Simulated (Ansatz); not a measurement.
CsPbCl₃ (cubic perovskite)

```
CELL_PARAMETERS angstrom
      5.67350     0.00000     0.00000
      0.00000     5.67350     0.00000
      0.00000     0.00000     5.67350
ATOMIC_POSITIONS crystal
  Cs 0.00000 0.00000 0.00000
  Pb 0.50000 0.50000 0.50000
  Cl 0.00000 0.50000 0.50000
  Cl 0.50000 0.50000 0.00000
  Cl 0.50000 0.00000 0.50000
```

Scan: atom 1 (Cs, nearest neighbour Cl at 4.012 Å; its periodic images, 5.7 Å or more away, move with it) is displaced along Cartesian x, direction (1.000, 0.000, 0.000) in Cartesian axes, by s. The other atoms stay.

All values below come from r2SCAN (plane waves to 500 eV, PAW, scalar-relativistic; Ansatz, a quantum-chemistry and plane-wave program). k mesh 5×5×5 (Γ-centred), Fermi-Dirac smearing 0.05 eV. Compression counts positive. CsPbCl3 was relaxed with its symmetry unable to fall. Spin-orbit coupling is left out, though Pb is heavy. This is a high-temperature form of CsPbCl3. 

```
s (Å)   P (GPa)
------  -------
-0.800        ?
-0.640     0.43
-0.480        ?
-0.320     0.08
-0.160     0.00
0.000     -0.03
0.160      0.00
0.320      0.08
0.480         ?
0.640      0.43
0.800         ?
```

Problem. What belongs in the gaps?

Solution. 
- -0.800, P (GPa): 0.71
- -0.480, P (GPa): 0.22
- 0.480, P (GPa): 0.22
- 0.800, P (GPa): 0.71

(A displaced cell: forces are minus the slopes of the energy, force constants its curvatures, and phonons follow from these.)
